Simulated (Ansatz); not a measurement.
InAs:
```yaml
crystal:
  lattice:
    - [0.00000, 3.05380, 3.05380]
    - [3.05380, 0.00000, 3.05380]
    - [3.05380, 3.05380, 0.00000]
  atoms:
    - { symbol: In, position: [0.00000, 0.00000, 0.00000] }
    - { symbol: As, position: [0.25000, 0.25000, 0.25000] }
```

DFT-r²SCAN in the program Ansatz with PAW potentials gives a gap of 0.08 eV without spin–orbit coupling, maximum at Γ, minimum at Γ.

Question: What happens when spin–orbit coupling is switched on?

Answer: The gap closes at this level.

Space group F-43m (zinc blende). The cell was relaxed with r²SCAN under the symmetry of its start.

Potentials: the earlier of the program's two PAW sets.
